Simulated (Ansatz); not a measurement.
Computed with DFT PBE, scalar-relativistic, plane waves, PAW in Ansatz. All cells share a 420 eV cutoff and Γ-centred k meshes spaced at most about 0.3 Å⁻¹ (about 0.25 or finer for metals, 2π included). Collinear spin in cells that started with moments and kept them past the coarse steps, no spin elsewhere.

These are static total energies at zero pressure. All come from trial cells, and lower structures may exist.

Problem. Which of these relaxed structures of MgZnO4 is the lowest in energy?
A.

```
CELL_PARAMETERS angstrom
3.54076 0.00000 0.00000
0.00000 3.54076 0.00000
0.00000 0.00000 4.98910
ATOMIC_POSITIONS crystal
Mg 0.00000 0.00000 0.00000
Zn 0.50000 0.50000 0.50000
O 0.50000 0.00000 0.75060
O 0.00000 0.50000 0.24940
O 0.50000 0.00000 0.24940
O 0.00000 0.50000 0.75060
```

B.

```
CELL_PARAMETERS angstrom
2.89175 0.00000 0.00000
0.00000 2.89175 0.00000
0.00000 0.00000 9.11515
ATOMIC_POSITIONS crystal
Mg 0.00000 0.00000 0.00000
Zn 0.50000 0.50000 0.50000
O 0.00000 0.00000 0.58811
O 0.50000 0.50000 0.08561
O 0.50000 0.50000 0.91439
O 0.00000 0.00000 0.41189
```

Solution. B. It has space group P4/mmm (No. 123); the next, A, with Mg and Zn ordered on fluorite sites, space group P4/mmm (No. 123), lies 121 meV/atom higher. Largest moments: B no spin, A 0.9 μB. Counting O atoms around Mg and Zn (those within 1.25 times the shortest such distance or 1.15 times the sum of covalent radii, 1.27 where that leaves under three), the lowest and the next both have Mg 8, Zn 8. The lowest holds O–O pairs (shortest 1.56 Å, as in peroxide); in the next the shortest O–O distance is 2.49 Å.

Weakly bound directions are ill-defined at this level, which has no dispersion term (P4/mmm at 12.7 Å³/atom), and this can change margins and order among such cells. Another magnetic order may lie lower. Cells relaxed within their symmetry can be saddle points. Some types were kept out of the candidates beforehand, so the set may lack a known form.
